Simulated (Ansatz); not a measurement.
NaBrF₄:
```yaml
crystal:
  lattice:
    - [-2.86790, 2.86790, 5.16495]
    - [2.86790, -2.86790, 5.16495]
    - [2.86790, 2.86790, -5.16495]
  atoms:
    - { symbol: Na, position: [0.25000, 0.25000, 0.00000] }
    - { symbol: Na, position: [0.75000, 0.75000, 0.00000] }
    - { symbol: Br, position: [0.50000, 0.00000, 0.50000] }
    - { symbol: Br, position: [0.00000, 0.50000, 0.50000] }
    - { symbol: F, position: [0.79818, 0.29818, 0.83114] }
    - { symbol: F, position: [0.20182, 0.70182, 0.16886] }
    - { symbol: F, position: [0.29818, 0.46704, 0.50000] }
    - { symbol: F, position: [0.70182, 0.53296, 0.50000] }
    - { symbol: F, position: [0.46704, 0.96704, 0.16886] }
    - { symbol: F, position: [0.53296, 0.03296, 0.83114] }
    - { symbol: F, position: [0.96704, 0.79818, 0.50000] }
    - { symbol: F, position: [0.03296, 0.20182, 0.50000] }
```

Relaxed with r²SCAN. Special points in fractions of this cell's reciprocal vectors: Γ (0.000, 0.000, 0.000); X (0.000, 0.000, 0.500); P (0.250, 0.250, 0.250); N (0.000, 0.500, 0.000); M (0.500, 0.500, -0.500); S (0.327, 0.673, -0.327); S0 (-0.327, 0.327, 0.327); R (-0.154, 0.154, 0.500); G (0.500, 0.500, -0.154).

Task: List the band energies nearest the valence-band maximum at these points for r²SCAN with spin–orbit coupling (plane waves, PAW; program Ansatz).

Result: In eV from the valence-band maximum; about four levels below and three above (degenerate sets whole), none deeper than 8.9 eV; points with the same levels are listed once.

```
k                    below                above
-  -----------------------  -------------------
Γ  -0.12 -0.12 -0.11 -0.11  4.10 4.10 4.44 4.44
X  -0.06 -0.06 -0.04 -0.04  3.79 3.79 4.28 4.28
P  -0.05 -0.05 -0.05 -0.05  4.07 4.07 4.07 4.07
N  -0.08 -0.08 -0.08 -0.08  3.94 3.94 3.94 3.94
M      0.00 0.00 0.00 0.00  3.51 3.51 3.88 3.88
S  -0.06 -0.06 -0.04 -0.04  3.87 3.87 3.99 3.99
R  -0.06 -0.06 -0.04 -0.04  3.80 3.80 4.18 4.18
```

Space group I4/mcm. The first step of the workflow began from a Materials Project structure, measured or hypothetical; the Crystallography Open Database copy checked does not list it. Whether it is the stable phase at ambient conditions was not checked. Symmetry was held in the r²SCAN relaxation; whether a distortion lowers the energy is not shown.

Potentials: the later of the program's two PAW sets.
